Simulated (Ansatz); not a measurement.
Relaxed TiC (rock salt):

```
CELL_PARAMETERS angstrom
      0.00000     2.14664     2.14664
      2.14664     0.00000     2.14664
      2.14664     2.14664     0.00000
ATOMIC_POSITIONS crystal
  C  0.00000 0.00000 0.00000
  Ti 0.50000 0.50000 0.50000
```

Scan: atom 2 (Ti, nearest neighbour C at 2.147 Å; its periodic images, 3.0 Å or more away, move with it) is displaced towards the nearest neighbour, direction (0.000, -1.000, 0.000) in Cartesian axes, by s. The other atoms stay.

Calculation: PBEsol (plane waves to 420 eV, PAW, scalar-relativistic; Ansatz, a quantum-chemistry and plane-wave program). k mesh 15×15×15 (Γ-centred), Fermi-Dirac smearing 0.05 eV. Energies are smeared free energies. Left out: 2 of 11 points, with atoms too close for the PAW data. With partly filled bands, energies and forces of such displacements shift with the k mesh and the smearing. TiC is run without spin polarisation. TiC was relaxed with its symmetry unable to fall. ΔE is measured from the undisplaced structure. The last digit holds for this mesh only.

```csv
s (Å),ΔE (meV/cell)
-0.344,withheld
-0.258,356.7
-0.172,149.8
-0.086,37.5
0.000,0.0
0.086,37.5
0.172,149.8
0.258,356.7
0.344,withheld
```

Fit an even polynomial form (powers 2, 4, 6) to the given rows and predict ΔE at s = -0.344.

Least squares on the 7 given rows: ΔE = (5103)·s² + (-5484)·s⁴ + (140100)·s⁶, in meV/cell with s in Å; root-mean-square residual 0.00 meV/cell. At -0.344 the fit gives 759.2 meV/cell; the calculation gives 687.8 meV/cell, so the extrapolation is off by 71.4 (+10.4 %). The quadratic term alone would give 603.9 meV/cell.

(For displaced atoms, the force is minus the slope of the energy, and its curvature is a force constant, which sets phonon frequencies.)
